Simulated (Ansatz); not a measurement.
Na2CO3:
```yaml
crystal:
  lattice:
    - [4.40548, 2.63783, 0.00000]
    - [-4.40548, 2.63783, 0.00000]
    - [-1.34630, 0.00000, 5.79690]
  atoms:
    - { symbol: Na, position: [0.66889, 0.33111, 0.74016] }
    - { symbol: Na, position: [0.33111, 0.66889, 0.25984] }
    - { symbol: Na, position: [0.00000, 0.00000, 0.00000] }
    - { symbol: Na, position: [0.00000, 0.00000, 0.50000] }
    - { symbol: C, position: [0.33620, 0.66380, 0.75061] }
    - { symbol: C, position: [0.66380, 0.33620, 0.24939] }
    - { symbol: O, position: [0.21263, 0.78737, 0.83147] }
    - { symbol: O, position: [0.78737, 0.21263, 0.16853] }
    - { symbol: O, position: [0.81240, 0.60915, 0.29125] }
    - { symbol: O, position: [0.18760, 0.39085, 0.70875] }
    - { symbol: O, position: [0.60915, 0.81240, 0.70875] }
    - { symbol: O, position: [0.39085, 0.18760, 0.29125] }
```

This is the r²SCAN-relaxed structure. Cartesian axes are those of the cell as given.

Q: All from plane-wave PAW r²SCAN (Ansatz code), unless another level is named. Give the HSE06 gap on the r²SCAN cell.

A: 6.01 eV.

Q: Next, the conduction-band minimum?

A: at Γ.

Q: What about the valence-band maximum?

A: at A (k = 0.000, 0.000, 0.500).

Space group C2/m. The workflow started from a Materials Project entry (that database holds measured and hypothetical structures alike); the Crystallography Open Database files this formula in space group No. 12, but the cells were not matched. Its standing as an ambient phase is unchecked. The r²SCAN relaxation kept the symmetry of its start; whether a distortion lowers the energy is not shown.

Potentials: the later of the program's two PAW sets.
